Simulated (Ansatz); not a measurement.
Input:

MgS in space group P4_2/mmc (No. 131; Mg on 2c, S on 2e), a = 3.692 Å, b = 3.692 Å, c = 6.768 Å, α = 90.00°, β = 90.00°, γ = 90.00°.

This is the r²SCAN-relaxed structure.

### Question
All from the program Ansatz at the r²SCAN level (PAW), unless another level is named. Give the band gap.

### Answer
1.68 eV (direct).

### Question
And the weight of the valence-edge state by species (Voronoi cells)?

### Answer
S 89 %, Mg 11 %.

### Question
And the weight of the conduction-edge state by species (Voronoi cells)?

### Answer
Mg 71 %, S 29 %.

The cell is a constructed one: a structure type filled with these elements; neither database checked (COD, Materials Project) lists it. COD files the formula under space group No. 225, so this cell is another polymorph or a model. Its standing as an ambient phase is unchecked. The r²SCAN relaxation kept the symmetry of its start. At this level the phase is mechanically unstable.

Potentials: the later of the program's two PAW sets.
